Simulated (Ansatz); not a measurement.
SrO (rock salt, Fm-3m), r²SCAN (plane waves, PAW; program Ansatz). The conduction-band minimum lies at X, with 3 equivalent valleys. Second derivatives d²E/dk² of the lowest band at one valley (eV·Å²), along Cartesian directions:

| direction | d²E/dk² |
|---|---|
| [100] | 6.400 |
| [010] | 19.00 |
| [001] | 19.00 |
| [110] | 12.70 |
| [101] | 12.70 |
| [011] | 18.99 |

Q: Find the principal effective masses, the density-of-states mass and the conductivity mass.

A: Off-diagonal terms follow from H_xy = H[110] − (H_xx + H_yy)/2, and m*/mₑ = 7.620 eV·Å² over each eigenvalue: 0.40, 0.40, 1.2. One valley's DOS mass (m₁m₂m₃)^(1/3) = 0.58, conductivity mass 3/(Σ 1/mᵢ) = 0.51 mₑ.

Q: What effective density of states Nc follows at 300 K for parabolic valleys?

A: Nc = 2.509e19 × 3 × (0.58)^(3/2) ≈ 3.3e19 cm⁻³.

Q: With the computed static dielectric constant 17.0 (mean of the diagonal), estimate a hydrogenic donor's binding energy and radius.

A: E = 13.606 eV × 0.51/17.0² ≈ 24 meV; a = 0.529 Å × ε/m* ≈ 18 Å. Semilocal masses tend to be too small where the gap is.

Q: With ε∞ = 3.52 and ω_LO = 470 cm⁻¹, what Fröhlich coupling constant follows?

A: α = (1/ε∞ − 1/ε0) √(m* × 13.606 eV/ħω_LO) = 2.5.

Symmetry was held in the r²SCAN relaxation; phonons on a q-mesh show no instability. Spin–orbit coupling is left out wherever it is not named.

Potentials: the later of the program's two PAW sets.
